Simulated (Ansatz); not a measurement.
Input:

TiAl₂:
```cif
data_Al8Ti4
_chemical_formula_sum 'Ti4 Al8'
_space_group_name_H-M_alt 'Cmmm'
_space_group_IT_number 65
_space_group_name_Hall '-C 2 2'
_cell_length_a 3.90007
_cell_length_b 12.05368
_cell_length_c 3.97236
_cell_angle_alpha 90.000
_cell_angle_beta 90.000
_cell_angle_gamma 90.000
loop_
_atom_site_label
_atom_site_type_symbol
_atom_site_symmetry_multiplicity
_atom_site_Wyckoff_symbol
_atom_site_fract_x
_atom_site_fract_y
_atom_site_fract_z
_atom_site_occupancy
Ti1 Ti 4 i 0.00000 0.15626 0.00000 1
Al1 Al 2 b 0.00000 0.50000 0.00000 1
Al2 Al 2 d 0.50000 0.50000 0.50000 1
Al3 Al 4 j 0.50000 0.17286 0.50000 1
```
(The calculation used a cell of 6 atoms; values per cell refer to that cell.)

This is the PBEsol-relaxed structure.

### Question
All from DFT-PBEsol in the program Ansatz with PAW potentials, unless another level is named. Predict the highest zone-centre frequency.

### Answer
357 cm^-1.

### Question
Give the bulk modulus (Birch–Murnaghan fit).

### Answer
115 GPa.

The first step of the workflow began from a Materials Project structure, measured or hypothetical; the Crystallography Open Database files this formula in space group No. 65, but the cells were not matched. Whether it is the stable phase at ambient conditions was not checked. Symmetry was held in the PBEsol relaxation; its stability against distortions is not shown here. No spin polarisation was allowed. As this level gives no gap, phonon frequencies hold no LO–TO term and depend on the k-mesh and smearing (Fermi–Dirac, 0.1 eV here).

Potentials: the later of the program's two PAW sets.
